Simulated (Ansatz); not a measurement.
Level of theory: DFT PBE, scalar-relativistic, plane waves, PAW (Ansatz 0.2.0). All cells share a 420 eV cutoff and Γ-centred k meshes spaced at most about 0.3 Å⁻¹ (2π included). No spin polarisation in the final relaxations.

These are static total energies at zero pressure. All come from trial cells, and lower structures may exist.

**Question.** Order these relaxed structures of SnPb₃O₄ by energy, lowest first, with the energy over the lowest of them.
A.

```
Sn Pb O
1.0
     4.00177    0.00000    0.00000
     0.00000    4.00177    0.00000
     0.00000    0.00000   10.91296
Sn Pb O
1 3 4
Direct
  0.50000 0.50000 0.39244
  0.00000 0.00000 0.11676
  0.00000 0.00000 0.60553
  0.50000 0.50000 0.89483
  0.00000 0.50000 0.00354
  0.00000 0.50000 0.49168
  0.50000 0.00000 0.00354
  0.50000 0.00000 0.49168
```

B.

```
Sn Pb O
1.0
     5.65689    0.00000    0.00000
     0.00000    5.65689    0.00000
     0.00000    0.00000    5.45695
Sn Pb O
1 3 4
Cartesian
  0.0000 0.0000 4.3691
  0.0000 2.8284 1.2131
  2.8284 0.0000 1.2131
  2.8284 2.8284 4.2287
  4.2697 4.2697 5.4294
  1.3872 1.3872 5.4294
  4.2697 1.3872 5.4294
  1.3872 4.2697 5.4294
```

**Answer.** B (0 meV/atom), A (13 meV/atom). Forms: B P4mm; A P4mm. Counting O atoms around Pb and Sn (those within 1.25 times the shortest such distance or 1.15 times the sum of covalent radii): B has Sn 4, Pb 4; A has Sn 4, Pb 4.

No dispersion correction is applied, so the spacing and binding between layers, chains or molecules are poorly described (P4mm at 21.8 Å³/atom), and this can change margins and order among such cells. These runs have no spin–orbit coupling, which can matter for Pb. Cells relaxed within their symmetry can be saddle points. Some types were kept out of the candidates beforehand, so the set may lack a known form.
